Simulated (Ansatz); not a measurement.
Data sheet: SnS (DFT)

SnS:
```cif
data_S4Sn4
_chemical_formula_sum 'Sn4 S4'
_space_group_name_H-M_alt 'F-43m'
_space_group_IT_number 216
_space_group_name_Hall 'F -4 2 3'
_cell_length_a 6.34996
_cell_length_b 6.34996
_cell_length_c 6.34996
_cell_angle_alpha 90.000
_cell_angle_beta 90.000
_cell_angle_gamma 90.000
loop_
_atom_site_label
_atom_site_type_symbol
_atom_site_symmetry_multiplicity
_atom_site_Wyckoff_symbol
_atom_site_fract_x
_atom_site_fract_y
_atom_site_fract_z
_atom_site_occupancy
Sn1 Sn 4 a 0.00000 0.00000 0.00000 1
S1 S 4 d 0.75000 0.75000 0.75000 1
```
(The calculation used a cell of 2 atoms; values per cell refer to that cell.)

Space group F-43m (No. 216), zinc blende; conventional cell a = b = c = 6.350 Å, α = β = γ = 90.00°.

Method: DFT-LDA in the program Ansatz with PAW potentials. Geometry: relaxed at this level of theory. Other levels are named where they apply.

### Cell and energy

- Volume per atom = 32.01 Å³
- Density = 3.91 g/cm³
- Formation energy from the elements (no fitted shifts) = -0.092 eV/atom

### Electronic structure

- Electronic character = metallic (no gap)
- Density of states at the Fermi level = 0.22 states/eV per atom (mean over ±0.08 eV)

### Mechanics

* **Bulk modulus (Birch–Murnaghan fit)**: 38.1 GPa
* **Pressure derivative B′**: 2.8
* **Elastic constants (relaxed ions, GPa)**: C11 = 33.4, C12 = 40.6, C44 = -18.0
* **Mechanical stability**: unstable (C has a negative eigenvalue)

### Phonons

- Highest zone-centre frequency: 161 cm⁻¹
- Zone-centre stability: no imaginary mode at Γ

The first step of the workflow began from a Materials Project structure, measured or hypothetical; the Crystallography Open Database copy checked does not list it. It is not the phase usual at ambient conditions (space group No. 62). Symmetry was held in the LDA relaxation. As this level gives no gap, shear constants depend on the k-mesh and smearing (Fermi–Dirac, 0.1 eV here). As this level gives no gap, phonon frequencies hold no LO–TO term and depend on the k-mesh and smearing (Fermi–Dirac, 0.1 eV here). The references are the lowest solids computed at this level, not always the standard phases. Spin–orbit coupling is left out wherever it is not named.

Potentials: the later of the program's two PAW sets.
